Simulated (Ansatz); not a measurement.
# Calculated with Ansatz: RbSb$_{4}$As$_{3}$, single run

The command:

```bash
ansatz run input.yaml --threads 1 --pin off --max-ram 2560MiB --backend cpu --events-out ev --progress --plain --runs-dir out
```

The input file (Ansatz 0.2.0, plane waves):

```yaml
crystal:
  lattice:
    - [4.567343, 0.0, 0.0]
    - [-2.283671, 3.955438, 0.0]
    - [-2.283671, 1.318479, 12.568899]
  atoms:
    - { symbol: Rb, position: [0.5, 0.5, 0.5] }
    - { symbol: Sb, position: [0.08647, 0.91353, 0.25941] }
    - { symbol: Sb, position: [0.91353, 0.08647, 0.74059] }
    - { symbol: Sb, position: [0.30242, 0.69758, 0.90726] }
    - { symbol: Sb, position: [0.69758, 0.30242, 0.09274] }
    - { symbol: As, position: [0.231, 0.769, 0.693] }
    - { symbol: As, position: [0.769, 0.231, 0.307] }
    - { symbol: As, position: [0.0, 0.0, 0.0] }
  symmetry: { tolerance: 0.0003 }
kpoints:
  mp_grid: { grid: [5, 5, 5], shift: [0, 0, 0] }
magnetization:
  spin_polarized: false
scf:
  occupations: { method: gaussian, width: 0.001 }
hamiltonian:
  pseudopotentials: { kind: paw }
  xc: pbe
basis:
  ecutwfc: "800 eV"
output:
  forces: true
  stress: true
  eigenvalues: true
```

Origin of the cell: a known structure type with other elements, at an estimated volume, so it need not be a known compound.

Output (shortened):

```
SCF iter   1: F=—  HF=-43771.668141 eV  Δρ=4.41e-3  dr2=2.91e-1  defer=14
SCF iter   2: F=—  HF=-43771.641502 eV  Δρ=3.22e-3  dr2=1.75e-1  defer=75
SCF iter   3: F=—  HF=-43771.643121 eV  Δρ=2.78e-3  dr2=1.51e-1  defer=37
SCF iter   4: F=—  HF=-43771.635782 eV  Δρ=1.93e-3  dr2=9.39e-2  defer=37
SCF iter   5: F=—  HF=-43771.629454 eV  Δρ=1.32e-3  dr2=3.40e-2  defer=37
SCF iter   6: F=—  HF=-43771.627605 eV  Δρ=8.69e-4  dr2=1.48e-2  defer=37
SCF iter   7: F=—  HF=-43771.627800 eV  Δρ=7.37e-4  dr2=5.65e-3  defer=37
SCF iter   8: F=—  HF=-43771.627946 eV  Δρ=4.52e-4  dr2=2.05e-3  defer=37
SCF iter   9: F=—  HF=-43771.627898 eV  Δρ=2.46e-4  dr2=4.90e-4  defer=37
SCF iter  10: F=—  HF=-43771.627918 eV  Δρ=9.50e-5  dr2=4.84e-5  defer=37
SCF iter  11: F=—  HF=-43771.627902 eV  Δρ=5.93e-5  dr2=2.38e-5  defer=37
SCF iter  12: F=—  HF=-43771.627909 eV  Δρ=4.40e-5  dr2=1.96e-5  defer=37
SCF iter  13: F=—  HF=-43771.627910 eV  Δρ=3.61e-5  dr2=1.21e-5  defer=37
SCF iter  14: F=—  HF=-43771.627912 eV  Δρ=2.60e-5  dr2=7.30e-6  defer=37
SCF iter  15: F=—  HF=-43771.627912 eV  Δρ=1.53e-5  dr2=1.62e-6  defer=37
SCF iter  16: F=—  HF=-43771.627912 eV  Δρ=1.09e-5  dr2=9.65e-7  defer=37
SCF iter  17: F=—  HF=-43771.627912 eV  Δρ=8.96e-6  dr2=6.02e-7  defer=37
SCF iter  18: F=—  HF=-43771.627912 eV  Δρ=7.05e-6  dr2=3.58e-7  defer=37
SCF iter  19: F=—  HF=-43771.627912 eV  Δρ=5.28e-6  dr2=1.42e-7  defer=37
SCF iter  20: F=-43771.627912 eV  HF=-43771.627912 eV  Δρ=2.72e-6  dr2=4.38e-8
SCF 1 converged in 20 iterations: F = -43771.627912 eV  dr2 = 4.38e-8
SCF converged after 20 iterations
Free energy (F): -43771.627912 eV
Harris-Foulkes:  -43771.627912 eV  (|F-HF|=1.54e-8)
Internal energy: -43771.627885 eV  (E = F + TS)
E sigma→0 (E₀):  -43771.627899 eV
Entropy (-TS):   -0.000027 eV (-0.003 meV/atom)
Fermi energy:    9.701743 eV
--- Per-component energies (eV) ---
  E_band       = -1505.103332
  E_kinetic    = 1337.962368
  E_local      = -15072.872918  (includes V_loc(G=0)·N_el)
  E_nonlocal   = -391.395774
  E_hartree    = 7348.313449
  E_xc         = -927.071684
  E_vxc        = -766.008843  (∫ρ·V_xc dr)
  E_paw        = -26419.735317  (= ΣΔE_a)
  E_vpaw       = -1309.415864  (= ΣTr[D̂ρ^β])
  E_aug_tail   = -0.000009  (compensation charges beyond the density's cutoff)
  E_ewald      = -9646.828001
  E_smearing   = -0.000027  (= −TS)
  Σ components = -43771.627912   (vs F -43771.627912, Δ=0.00e0)
--- Forces (eV/Å), atoms counted from 1 ---
  atom   1  Rb     0.000000     0.000000     0.000000
  atom   2  Sb    -0.000000     0.000000    -0.122492
  atom   3  Sb     0.000000    -0.000000     0.122492
  atom   4  Sb     0.000000    -0.000000     0.254106
  atom   5  Sb    -0.000000     0.000000    -0.254106
  atom   6  As    -0.000000     0.000000    -0.845272
  atom   7  As     0.000000    -0.000000     0.845272
  atom   8  As     0.000000     0.000000     0.000000
  max |Σ_I F_I| component: 1.11e-16 eV/Å
--- Stress (GPa, compression-positive) ---
        9.392861      -0.000000      -0.000000
       -0.000000       9.392861       0.000000
       -0.000000       0.000000       4.913487
  P = ⅓ Tr σ = 7.8997 GPa (78.997 kbar)
```

Caveats: no spin-orbit coupling, though heavy elements are present; the k mesh is coarse if the cell is a metal.

It ran for 44 s on 1 thread of Intel(R) Xeon(R) 6975P-C (Granite Rapids) (shared host), peak memory 1.1 GiB, from the program's own first density.
